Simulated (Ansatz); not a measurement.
## LuAl3 (AuCu3-type structure)

Method: PBEsol, scalar-relativistic; no spin polarisation; PAW, 420 eV, Γ-centred 8×8×8 mesh, 0.05 eV Gaussian smearing; code Ansatz; PAW files: Ansatz's generated set soft_2.

```
CELL_PARAMETERS angstrom
4.14691 0.00000 0.00000
0.00000 4.14691 0.00000
0.00000 0.00000 4.14691
ATOMIC_POSITIONS crystal
Lu 0.00000 0.00000 0.00000
Al 0.00000 0.50000 0.50000
Al 0.50000 0.50000 0.00000
Al 0.50000 0.00000 0.50000
```

The cell came from substitution into a structure type; whether the compound takes it is for experiment to say.

Path: Γ–X–M–Γ–R–X | R–M, with Γ = (0.000, 0.000, 0.000), X = (0.000, 0.500, 0.000), M = (0.500, 0.500, 0.000), R = (0.500, 0.500, 0.500) in reciprocal vectors of the calculation's cell.

Problem. Is it a metal or an insulator, and if it has a gap, where are the band edges on this path?

Solution. A metal: bands cross the Fermi level.

Bands as a text map, energy in eV from the Fermi level (dashes), each leg drawn with the same width:
```
  4.86 |*       ****    * *  * **      *         *   
  4.57 |                **  * **                **   
  4.29 | *           * * ***              *   **     
  4.00 |         **    * *         ******   *******  
  3.71 |     *        *           *    **         ***
  3.43 |  * *    * ****  **    *         *         **
  3.14 |      *  ***     **      *        *          
  2.86 |       ** *    *                ** *      *  
  2.57 |   *    *  *  * *  *     *        *       ***
  2.29 |    ****     *  *     * *      * * *     *   
  2.00 |  ***    *     *    *  ** *      *      *  * 
  1.71 |***     *   *    *  **  *     *  **          
  1.43 |   **  *  ******    * *           **   *    *
  1.14 |**   ***** *  *    * * *          **        *
  0.86 |      * ***       **       * *        *    * 
  0.57 |     * * *      * *             * **         
  0.29 |                            *       **       
  0.00 |----------*------**------*-------------------
 -0.29 |    *      *    *  *                      *  
 -0.57 |   *        ****       *       * *         **
 -0.86 |             * *        *                 *  
 -1.14 |  *         *   *   * *                  *   
 -1.43 | *        **     *                       *   
 -1.71 |**********        ****   **   * * **    *    
 -2.00 |     *** *       *               ***   **    
 -2.29 |    *   * *           *   *  * ****   *      
 -2.57 |   *                       ******   **       
 -2.86 |***      * *    *    *       *** *    **     
        Γ      X      M      Γ      R      XR       M
```

These numbers lack spin–orbit coupling.
